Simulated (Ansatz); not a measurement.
Relaxed ZnS (wurtzite):

```xyz
4
Lattice="3.7822 0.0000 0.0000 -1.8911 3.2754 0.0000 0.0000 0.0000 6.2077" Properties=species:S:1:pos:R:3 pbc="T T T"
Zn     1.8911     1.0918     6.2056
Zn     0.0000     2.1836     3.1018
S      1.8911     1.0918     3.8830
S      0.0000     2.1836     0.7792
```

In each cell atom 4 (S, nearest neighbour Zn at 2.319 Å; its periodic images, 3.8 Å or more away, move with it) moves by s·(0.707, 0.707, 0.000) (along Cartesian [110]), the rest being held.

These are PBEsol (plane waves to 420 eV, PAW, scalar-relativistic; Ansatz, an electronic-structure program) values and carry that method's errors. k mesh 8×8×5 (Γ-centred), Fermi-Dirac smearing 0.05 eV. Energies are smeared free energies. ZnS was relaxed with its symmetry unable to fall. ΔE is measured from the undisplaced structure.

```csv
s (Å),ΔE (meV/cell)
-0.700,3426
-0.560,1849
-0.420,887
-0.280,341
-0.140,75
0.000,0
0.140,61
0.280,withheld
0.420,474
0.560,800
0.700,1193
```

Problem. Fit a polynomial form (powers 2, 3, 4) to the given rows and predict ΔE at s = 0.280.

Solution. Least squares on the 10 given rows: ΔE = (3354)·s² + (-3184)·s³ + (2775)·s⁴, in meV/cell with s in Å; root-mean-square residual 23.3 meV/cell. At 0.280 the fit gives 210 meV/cell; the calculation gives 225 meV/cell, so the interpolation is off by -15 (-6.7 %). The quadratic term alone would give 263 meV/cell.

(A displaced cell: forces are minus the slopes of the energy, force constants its curvatures, and phonons follow from these.)
